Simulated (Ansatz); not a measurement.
## Ta (Im-3m), zone-centre modes

The calculation used DFT PBE, scalar-relativistic, plane waves, PAW in Ansatz 0.2.0. Cutoff 420 eV, Γ-centred 18×18×10 k-points, Gaussian smearing of 0.15 eV. Spin–orbit coupling is left out, which can shift energies with elements as heavy as these. No spin polarisation.

Reference structure (as given, not relaxed at this level):

```
Ta
1.0
    -1.65128    1.65128    1.65128
     1.65128   -1.65128    1.65128
     3.30256    3.30256    0.00000
Ta
2
Cartesian
  0.0000 0.0000 0.0000
  1.6513 1.6513 1.6513
```

Harmonic modes by finite displacements of 0.02 Å, without the LO–TO term. The cell doubles the primitive one, so its zone centre also holds the primitive cell's point q = (0, 0, 1/2).

(1) At this geometry, is the structure stable against these modes?

(2) List the wavenumbers in cm⁻¹.

## Answers

(1) Yes: no mode is imaginary beyond 10 cm⁻¹, and only the three translations lie near zero.

(2) 0, 0, 0, 91, 144, 146.

Cost: 1 run of about 1.6 core-minutes, on Arm Neoverse V1 (shared hosts).